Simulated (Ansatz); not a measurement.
CoZr$_{4}$S$_{8}$ in space group P-3m1 (No. 164; Pearson symbol hP13), PBE+D3(BJ) in the plane-wave PAW code Ansatz, all energies at zero smearing, with the estimated change up to a 700 eV cutoff added, with one set of potentials and settings (totals compare only within such a set). Cell of 13 atoms (8 S, 4 Zr, 1 Co): -29101.218 eV.

```tsv
element	reference phase	E (eV/atom)
S	Fddd, 32 atoms in the cell	-902.2562
Zr	P6/mmm, 3 atoms in the cell	-4184.3807
Co	P6_3/mmc, 2 atoms in the cell, spin-polarised	-5126.5789
```

Formation energy per atom, worked out: (-29101.218 − 8×(-902.2562) − 4×(-4184.3807) − 1×(-5126.5789))/13 = -1.467 eV/atom (-142 kJ per mol of atoms), at 0 K, without zero-point energy or fitted corrections.

A made-up cell: these elements were put on the sites of a structure type; neither database checked (COD, Materials Project) lists it. Whether it is the stable phase at ambient conditions was not checked. Symmetry was held in the PBE+D3(BJ) relaxation; whether a distortion lowers the energy is not shown. The final state is ferromagnetic, the only order run, not a proven ground state. No Hubbard U is applied. The references are the lowest solids computed at this level, not always the standard phases.

Potentials: the later of the program's two PAW sets.
